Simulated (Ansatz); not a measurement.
Al₂O₃ (corundum)

```xyz
10
Lattice="2.4040 1.3879 4.3739 -2.4040 1.3879 4.3739 0.0000 -2.7759 4.3739" Properties=species:S:1:pos:R:3 pbc="T T T"
Al     0.0000     0.0000     4.6205
Al     0.0000     0.0000     1.9403
Al     0.0000     0.0000     8.5011
Al     0.0000     0.0000    11.1813
O     -0.9320     1.3879     7.6543
O     -0.7360    -1.5011     7.6543
O      1.6680     0.1132     7.6543
O      0.9320    -1.3879     5.4673
O      0.7360     1.5011     5.4673
O     -1.6680    -0.1132     5.4673
```

The atoms are displaced by Q × the pattern below (from a DFPT mode at Γ, largest move 1; Q in Å), at fixed cell. It is one choice among 2 degenerate patterns.

| atom | x | y | z |
|---|---|---|---|
| Al1 | -0.149 | 0.500 | 0.000 |
| Al2 | 0.149 | 0.500 | 0.000 |
| Al3 | -0.149 | 0.500 | 0.000 |
| Al4 | 0.149 | 0.500 | 0.000 |
| O5 | 0.000 | -0.348 | 0.937 |
| O6 | 0.185 | -0.669 | -0.469 |
| O7 | -0.185 | -0.669 | -0.469 |
| O8 | 0.000 | -0.348 | 0.937 |
| O9 | 0.185 | -0.669 | -0.469 |
| O10 | -0.185 | -0.669 | -0.469 |

The numbers are results of PBE (plane waves to 420 eV, PAW, scalar-relativistic; Ansatz, a quantum-chemistry and plane-wave program), not measurements. k mesh 8×8×8 (Γ-centred), Fermi-Dirac smearing 0.05 eV. Al2O3 was relaxed with its symmetry unable to fall. The PAW data are Ansatz's earlier set.

At one point of the scan the forces (eV/Å) are:

```json
[
 {"atom": "Al1", "Fx": "-0.540", "Fy": "1.329", "Fz": "-0.069"},
 {"atom": "Al2", "Fx": "0.164", "Fy": "1.153", "Fz": "0.095"},
 {"atom": "Al3", "Fx": "-0.164", "Fy": "1.153", "Fz": "0.095"},
 {"atom": "Al4", "Fx": "0.540", "Fy": "1.329", "Fz": "-0.069"},
 {"atom": "O5", "Fx": "-0.250", "Fy": "-0.540", "Fz": "1.354"},
 {"atom": "O6", "Fx": "0.089", "Fy": "-1.049", "Fz": "-0.725"},
 {"atom": "O7", "Fx": "-0.427", "Fy": "-0.893", "Fz": "-0.654"},
 {"atom": "O8", "Fx": "0.250", "Fy": "-0.540", "Fz": "1.354"},
 {"atom": "O9", "Fx": "0.427", "Fy": "-0.893", "Fz": "-0.654"},
 {"atom": "O10", "Fx": "-0.089", "Fy": "-1.049", "Fz": "-0.725"}
]
```

Problem. Which point is it?
(A) Q = -0.050 Å
(B) Q = -0.017 Å
(C) Q = -0.100 Å
(D) Q = -0.083 Å

Solution. D, Q = -0.083 Å

(For displaced atoms, the force is minus the slope of the energy, and its curvature is a force constant, which sets phonon frequencies.)
